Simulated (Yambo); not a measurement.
G0W0@PBEsol for ZnO (space group P4_2/mnm, No. 136) in Yambo (2×2×4 mesh, 8 Ry block, plasmon pole, screening fixed), without a terminator:

```tsv
bands N in G	gap Γ → Γ (eV)	shift of the valence edge (eV)
101	1.728	-0.222
151	1.774	-0.433
217	1.825	-0.562
```

Extrapolate both columns to infinite N with E(N) = E∞ + A/N, test the form, and compare with the terminator.

From two points, E∞ = (N2 E2 − N1 E1)/(N2 − N1). The two largest N give 1.94 eV for the gap and -0.86 eV for the shift; the two smallest give 1.87 eV and -0.86 eV. For the gap the slopes A are -14 and -25 eV: the form isn't reached, and its limit is uncertain. For the shift the slopes A are 64 and 64 eV: the 1/N form holds. With the Bruneval-Gonze terminator and 217 bands the run gives 1.97 eV and -0.80 eV, 0.03 eV and 0.06 eV from the extrapolated values: the terminator too is an estimate of the remainder. Block, mesh and the bands in W are held fixed.

Geometry of the Materials Project entry, not relaxed at this level; primitive cell a = 5.518 Å, b = 5.518 Å, c = 3.259 Å, α = 90.00°, β = 90.00°, γ = 90.00°.

This is not the ordinary phase of the substance; no match was found in the copy of COD used, and its stability was not checked.

A shift is the quasiparticle energy of the state minus its PBEsol energy.
